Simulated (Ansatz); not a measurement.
# How Cr2B stores the work of compression

Method: Ansatz, DFT PBEsol, scalar-relativistic, plane waves, PAW. Settings: 420 eV cutoff, 12×12×12 k-mesh, Gaussian smearing of 0.10 eV, no spin polarisation.

Starting point, cell and atoms relaxed:

```
Cr B
1.0
    -2.54270    2.54270    2.11710
     2.54270   -2.54270    2.11710
     2.54270    2.54270   -2.11710
Cr B
4 2
Direct
  0.66539 0.16539 0.83078
  0.16539 0.33461 0.50000
  0.33461 0.83461 0.16922
  0.83461 0.66539 0.50000
  0.25000 0.25000 0.00000
  0.75000 0.75000 0.00000
```

Cell and atoms were relaxed at each target pressure within the start's symmetry (I4/mcm), at zero temperature; other phases can be more stable under pressure. H = E + PV with P the target; E is the free energy at the smearing used, whose derivative the pressure is, per atom and counted from zero pressure. Spin polarisation was left out, and a magnetic state may lie lower.

```csv
P (GPa),V (Å³/atom),E − E0 (meV),H − H0 (meV)
0,9.125,0.0,0.0
1,9.096,0.1,56.9
4,9.013,1.4,226.4
12,8.806,11.6,671.2
25,8.518,44.6,1373.7
50,8.066,148.7,2665.9
90,7.522,382.9,4608.0
```

Q: Thermodynamics gives dH/dP = V along a relaxed path. Integrate V over P by the trapezoid rule and compare with the computed enthalpies.

A: With 1 eV/Å³ = 160.22 GPa, each step adds the mean volume times ΔP / 160.22:
| P (GPa) | ∫V dP (meV) | H − H0 (meV) | difference (meV) |
| --- | --- | --- | --- |
| 1 | 56.9 | 56.9 | 0.0 |
| 4 | 226.4 | 226.4 | 0.0 |
| 12 | 671.3 | 671.2 | 0.1 |
| 25 | 1374.1 | 1373.7 | 0.4 |
| 50 | 2667.9 | 2665.9 | 2.0 |
| 90 | 4613.7 | 4608.0 | 5.6 |

V(P) curves upward, so the trapezoid rule runs high; integrating a smooth curve through the same points (P as a polynomial of degree 4 in ln V) puts that excess at about 5.5 meV at 90 GPa, against the 5.6 meV found.

Q: At 90 GPa, how much of the enthalpy change is stored energy and how much is the PV term?

A: E rises by 383 meV/atom and PV is 90 × 7.522 / 160.22 = 4225 meV/atom, so PV makes 92 % of ΔH. So between rival structures at high pressure a small difference in volume can outweigh the difference in energy: 1 % of this volume is worth 42.3 meV/atom at this pressure.

Q: What bulk modulus do the lowest pressures give?

A: From the pressures that the runs reached, -1.00 GPa (9.154 Å³) and 1.02 GPa (9.096 Å³), B = −ΔP/Δln V = 2.02 / 0.0064 = 316 GPa, a mean over that range.